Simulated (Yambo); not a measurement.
## Convergence of the G0W0 gap of Rb₂SiF₆

G0W0@PBEsol for Rb2SiF6 (space group Fm-3m, No. 225) in Yambo. Reference settings: 2×2×2 Γ-centred k mesh, 215 bands and a 7 Ry block in the screening, 215 bands in G with the Bruneval-Gonze terminator, plasmon pole fitted at 27.2 eV. The PBEsol gap Γ → Γ on this mesh is 7.39 eV; G0W0 gaps are taken between the same points.

```tsv
change from the reference	G0W0 gap Γ → Γ (eV)	shift of the valence edge (eV)	rough Yambo cost
reference settings	11.53	-2.81	1
85 bands in G	11.57	-2.81	–
139 bands in G	11.53	-2.81	–
1 Ry block	13.04	-4.31	within a factor of two
6 Ry block	11.53	-2.83	within a factor of two
pole fitted at 40 eV	11.55	-2.85	–
no random integration	11.32	-2.46	–
139 bands in G, no terminator	11.33	-2.42	–
```

The reference isn't shown to be the converged limit. Costs are rough (shared machines), scaled to the same edge states, and given only for runs that recompute the screening.

Geometry of the Materials Project entry, not relaxed at this level; primitive cell a = b = c = 5.907 Å, α = β = γ = 60.00°.

The structure is a Materials Project entry; no match was found in the copy of COD used, and its stability was not checked.

A shift is the quasiparticle energy of the state minus its PBEsol energy.
